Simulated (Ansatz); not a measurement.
**Calculated with Ansatz: Na6ZnSn2, relaxation**

Run with:

```bash
ansatz run input.yaml --threads 2 --pin off --max-ram 3584MiB --backend cpu --events-out ev --progress --plain --runs-dir out
```

Input:

```yaml
crystal:
  lattice:
    - [0.0, 5.525608, 0.0]
    - [5.086653, -2.762804, 0.0]
    - [1.320309, 0.0, -9.311901]
  atoms:
    - { symbol: Sn, position: [0.14474, 0.28948, 0.75097] }
    - { symbol: Sn, position: [0.85526, 0.71052, 0.24903] }
    - { symbol: Zn, position: [0.0, 0.0, 0.0] }
    - { symbol: Na, position: [0.4703, 0.9406, 0.7247] }
    - { symbol: Na, position: [0.5297, 0.0594, 0.2753] }
    - { symbol: Na, position: [0.2926, 0.5852, 0.0705] }
    - { symbol: Na, position: [0.7074, 0.4148, 0.9295] }
    - { symbol: Na, position: [0.1736, 0.3472, 0.4092] }
    - { symbol: Na, position: [0.8264, 0.6528, 0.5908] }
  symmetry: { tolerance: 0.0003 }
kpoints:
  mp_grid: { grid: [4, 4, 3], shift: [0, 0, 0] }
magnetization:
  spin_polarized: false
scf:
  occupations: { method: fermi_dirac, width: 0.0404 }
  lower_state_search: "off"
hamiltonian:
  pseudopotentials: { kind: paw }
  xc: r2scan
basis:
  ecutwfc: 500
  fft_grid_basis: typed
relax:
  max_steps: 40
  cell: { p_target: 5.0 }
output:
  forces: true
  stress: true
  eigenvalues: true
  populations: true
  elf: true
  write_potential: true
  volumetric_format: npy
  dos:
    e_range: [-12, 8]
    de: 0.05
    projected: { site_lists: { Na: [Na], Sn: [Sn], Zn: [Zn] } }
  bader: false
checkpoint:
  read: saved_state
```

Origin of the cell: a database entry, scaled a little.

The saved state is a converged single point of the same cell.

Steps («new basis» is an SCF on plane waves selected anew at the same cell):

```json
{"step": "1", "ΔH (meV/atom)": "0.0", "max force component (eV/Å)": "0.095", "P (GPa)": "-0.74", "volume (Å³)": "261.73", "SCF iterations": "7", "step was": "accepted"}
{"step": "2", "ΔH (meV/atom)": "-102.4", "max force component (eV/Å)": "0.189", "P (GPa)": "2.80", "volume (Å³)": "226.09", "SCF iterations": "8", "step was": "accepted"}
{"step": "3", "ΔH (meV/atom)": "-117.2", "max force component (eV/Å)": "0.078", "P (GPa)": "5.93", "volume (Å³)": "206.46", "SCF iterations": "7", "step was": "accepted"}
{"step": "4", "ΔH (meV/atom)": "-122.5", "max force component (eV/Å)": "0.039", "P (GPa)": "5.11", "volume (Å³)": "208.26", "SCF iterations": "9", "step was": "accepted"}
{"step": "5", "ΔH (meV/atom)": "-122.6", "max force component (eV/Å)": "0.042", "P (GPa)": "4.93", "volume (Å³)": "209.10", "SCF iterations": "8", "step was": "accepted"}
{"step": "6", "ΔH (meV/atom)": "-122.8", "max force component (eV/Å)": "0.010", "P (GPa)": "5.00", "volume (Å³)": "208.61", "SCF iterations": "7", "step was": "accepted"}
{"step": "7", "ΔH (meV/atom)": "-122.8", "max force component (eV/Å)": "0.003", "P (GPa)": "5.00", "volume (Å³)": "208.66", "SCF iterations": "6", "step was": "accepted"}
{"step": "8", "ΔH (meV/atom)": "-122.7", "max force component (eV/Å)": "0.003", "P (GPa)": "4.99", "volume (Å³)": "208.66", "SCF iterations": "7", "step was": "new basis"}
```

Step 1, with forces in eV/Å:

```xyz
9
Lattice="0.000 5.526 0.000 5.087 -2.763 0.000 1.320 0.000 -9.312" Properties=species:S:1:pos:R:3:forces:R:3 pbc="T T T" step=1
Sn    2.464    0.000   -6.993   -0.031    0.000   -0.095
Sn    3.943    2.763   -2.319    0.031    0.000    0.095
Zn    0.000    0.000    0.000    0.000    0.000    0.000
Na    5.741    0.000   -6.748    0.005    0.000   -0.043
Na    0.666    2.763   -2.564   -0.005    0.000    0.043
Na    3.070    0.000   -0.656   -0.002    0.000    0.008
Na    3.337    2.763   -8.655    0.002    0.000   -0.008
Na    2.306    0.000   -3.810    0.011    0.000    0.002
Na    4.101    2.763   -5.501   -0.011    0.000   -0.002
```

Step 2, with forces in eV/Å:

```xyz
9
Lattice="0.000 5.264 0.000 4.839 -2.632 0.003 1.251 0.000 -8.874" Properties=species:S:1:pos:R:3:forces:R:3 pbc="T T T" step=2
Sn    2.361    0.000   -6.622   -0.031    0.000   -0.005
Sn    3.729    2.632   -2.249    0.031    0.000    0.005
Zn    0.000    0.000    0.000    0.000    0.000    0.000
Na    5.463    0.000   -6.363    0.021    0.000   -0.027
Na    0.627    2.632   -2.508   -0.021    0.000    0.027
Na    2.931    0.000   -0.617    0.036    0.000    0.042
Na    3.159    2.632   -8.254   -0.036    0.000   -0.042
Na    2.178    0.000   -3.653   -0.009    0.000    0.189
Na    3.912    2.632   -5.218    0.009    0.000   -0.189
```

Step 3, with forces in eV/Å:

```xyz
9
Lattice="0.000 5.126 0.000 4.673 -2.563 0.022 1.172 0.000 -8.613" Properties=species:S:1:pos:R:3:forces:R:3 pbc="T T T" step=3
Sn    2.240    0.000   -6.375   -0.021    0.000    0.022
Sn    3.605    2.563   -2.216    0.021    0.000   -0.022
Zn    0.000    0.000    0.000    0.000    0.000    0.000
Na    5.253    0.000   -6.141    0.001    0.000    0.078
Na    0.592    2.563   -2.450   -0.001    0.000   -0.078
Na    2.873    0.000   -0.529    0.059    0.000    0.075
Na    2.972    2.563   -8.062   -0.059    0.000   -0.075
Na    2.077    0.000   -3.424   -0.045    0.000    0.005
Na    3.768    2.563   -5.167    0.045    0.000   -0.005
```

Step 4, with forces in eV/Å:

```xyz
9
Lattice="0.000 5.204 0.000 4.704 -2.602 0.100 1.038 0.000 -8.485" Properties=species:S:1:pos:R:3:forces:R:3 pbc="T T T" step=4
Sn    2.131    0.000   -6.244    0.010    0.000   -0.022
Sn    3.611    2.602   -2.141   -0.010    0.000    0.022
Zn    0.000    0.000    0.000    0.000    0.000    0.000
Na    5.181    0.000   -5.807   -0.009    0.000   -0.013
Na    0.561    2.602   -2.578    0.009    0.000    0.013
Na    3.019    0.000   -0.346   -0.018    0.000    0.028
Na    2.723    2.602   -8.039    0.018    0.000   -0.028
Na    2.042    0.000   -3.270   -0.027    0.000    0.039
Na    3.701    2.602   -5.115    0.027    0.000   -0.039
```

Step 5, with forces in eV/Å:

```xyz
9
Lattice="0.000 5.186 0.000 4.741 -2.593 0.102 1.044 0.000 -8.482" Properties=species:S:1:pos:R:3:forces:R:3 pbc="T T T" step=5
Sn    2.153    0.000   -6.244    0.007    0.000    0.015
Sn    3.633    2.593   -2.136   -0.007    0.000   -0.015
Zn    0.000    0.000    0.000    0.000    0.000    0.000
Na    5.217    0.000   -5.813    0.042    0.000   -0.001
Na    0.568    2.593   -2.567   -0.042    0.000    0.001
Na    3.035    0.000   -0.316    0.032    0.000   -0.026
Na    2.751    2.593   -8.064   -0.032    0.000    0.026
Na    2.027    0.000   -3.244    0.038    0.000   -0.017
Na    3.759    2.593   -5.137   -0.038    0.000    0.017
```

Step 8, with forces in eV/Å:

```xyz
9
Lattice="0.000 5.189 0.000 4.736 -2.594 0.103 1.040 0.000 -8.468" Properties=species:S:1:pos:R:3:forces:R:3 pbc="T T T" step=8
Sn    2.155    0.000   -6.233    0.003    0.000    0.001
Sn    3.621    2.594   -2.132   -0.003    0.000   -0.001
Zn    0.000    0.000    0.000    0.000    0.000    0.000
Na    5.225    0.000   -5.798   -0.001    0.000    0.002
Na    0.551    2.594   -2.567    0.001    0.000   -0.002
Na    3.042    0.000   -0.320   -0.002    0.000    0.002
Na    2.734    2.594   -8.045    0.002    0.000   -0.002
Na    2.033    0.000   -3.241    0.000    0.000   -0.002
Na    3.742    2.594   -5.124    0.000    0.000    0.002
```

- Enthalpy lowered by: 122.7 meV/atom
- Volume change: -20.28 %
- Final pressure: 4.99 GPa
- Relaxation steps listed: 8
- Gap on the mesh: 0.09 eV

Caveats: the relaxation held the start's symmetry, so the end may be a saddle point.

It ran for 2.7 min on 2 threads of Arm Neoverse V2, on a shared host, peak memory 1.3 GiB, from a saved density.
